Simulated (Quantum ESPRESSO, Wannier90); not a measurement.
# Cs₂O (R-3m), plane waves to Wannier functions

Cell from Materials Project (mp-7988), symmetrised, no further relaxation. COD (Crystallography Open Database) has an entry of this formula and space group (matched by these alone). Computed values, not measurements, from PBEsol: Quantum ESPRESSO (norm-conserving PseudoDojo potentials, cutoff 68 Ry, no spin polarisation, no spin-orbit coupling) on a Γ-centred 8×8×8 mesh, then Wannier90. Density: 8×8×8 mesh, Gaussian smearing 0.01 Ry. Spin-orbit coupling is left out although heavy elements are present.

```
begin unit_cell_cart
ang
   -2.0989649950    3.6355140146    0.0000000000
   -4.1979299899    0.0000000000    0.0000000000
   -2.0989649950    1.2118380049    6.6979970000
end unit_cell_cart
mp_grid = 8 8 8
```

Problem. Which shells of neighbouring k-points and which b-vectors and weights does Wannier90 pick for this cell and mesh?

Solution. 
```
 *---------------------------------- K-MESH ----------------------------------*
 +----------------------------------------------------------------------------+
 |                    Distance to Nearest-Neighbour Shells                    |
 |                    ------------------------------------                    |
 |          Shell             Distance (Ang^-1)          Multiplicity         |
 |          -----             -----------------          ------------         |
 |             1                   0.117259                      2            |
 |             2                   0.219542                      6            |
 |             3                   0.229743                      6            |
 |             4                   0.234517                      2            |
 |             5                   0.266674                      6            |
 |             6                   0.291315                      6            |
 |             7                   0.348612                      6            |
 |             8                   0.351776                      2            |
       ... (lines left out)
 +----------------------------------------------------------------------------+
 | The b-vectors are chosen automatically                                     |
 | The following shells are used:                       1,  2                 |
 +----------------------------------------------------------------------------+
 |                        Shell   # Nearest-Neighbours                        |
 |                        -----   --------------------                        |
 |                          1               2                                 |
 |                          2               6                                 |
 +----------------------------------------------------------------------------+
 | Completeness relation is fully satisfied [Eq. (B1), PRB 56, 12847 (1997)]  |
 +----------------------------------------------------------------------------+
 |                  b_k Vectors (Ang^-1) and Weights (Ang^2)                  |
 |                  ----------------------------------------                  |
 |            No.         b_k(x)      b_k(y)      b_k(z)        w_b           |
 |            ---        --------------------------------     --------        |
 |             1         0.000000    0.000000    0.117259    33.983985        |
 |             2         0.000000    0.000000   -0.117259    33.983985        |
 |             3        -0.187092   -0.108017   -0.039086     7.142177        |
 |             4         0.000000    0.216035   -0.039086     7.142177        |
 |             5        -0.187092    0.108017    0.039086     7.142177        |
 |             6         0.187092    0.108017    0.039086     7.142177        |
 |             7         0.000000   -0.216035    0.039086     7.142177        |
 |             8         0.187092   -0.108017   -0.039086     7.142177        |
```
